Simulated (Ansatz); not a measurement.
Ba₃ZnN₂O:
Space group P4/mmm (No. 123); a = b = 4.1074 Å, c = 9.1667 Å, α = β = γ = 90.00°

```csv
atom,site,symmetry,x,y,z
Ba,2g,4mm,0.0000,0.0000,0.2182
Ba,1d,4/mmm,0.5000,0.5000,0.5000
Zn,1c,4/mmm,0.5000,0.5000,0.0000
N,2h,4mm,0.5000,0.5000,0.1989
O,1b,4/mmm,0.0000,0.0000,0.5000
```

Relaxed at zero pressure with DFT-r²SCAN in the program Ansatz with PAW potentials.

Problem. The volume is raised by 3 % and shape and atoms relax at that volume. What pressure results, and how do the axes share the change?

Solution. -1.7 GPa; a 1.2 %, b 1.2 %, c 0.5 %; the energy rises by 4 meV/atom.

Problem. Give the new structure.

Solution. 
Space group P4/mmm (No. 123); a = b = 4.1581 Å, c = 9.2130 Å, α = β = γ = 90.00°

```json
[
 {"atom": "Ba", "site": "2g", "symmetry": "4mm", "x": "0.0000", "y": "0.0000", "z": "0.2190"},
 {"atom": "Ba", "site": "1d", "symmetry": "4/mmm", "x": "0.5000", "y": "0.5000", "z": "0.5000"},
 {"atom": "Zn", "site": "1c", "symmetry": "4/mmm", "x": "0.5000", "y": "0.5000", "z": "0.0000"},
 {"atom": "N", "site": "2h", "symmetry": "4mm", "x": "0.5000", "y": "0.5000", "z": "0.1988"},
 {"atom": "O", "site": "1b", "symmetry": "4/mmm", "x": "0.0000", "y": "0.0000", "z": "0.5000"}
]
```

The phase is kept; no other phase was compared at this pressure.

The first step of the workflow began from a Materials Project structure, measured or hypothetical; the Crystallography Open Database copy checked does not list it. Its standing as an ambient phase is unchecked. The cell was relaxed with r²SCAN under the symmetry of its start; whether a distortion lowers the energy is not shown. Scalar-relativistic: spin–orbit coupling is off unless named, which matters more the heavier the elements.

Potentials: the later of the program's two PAW sets.
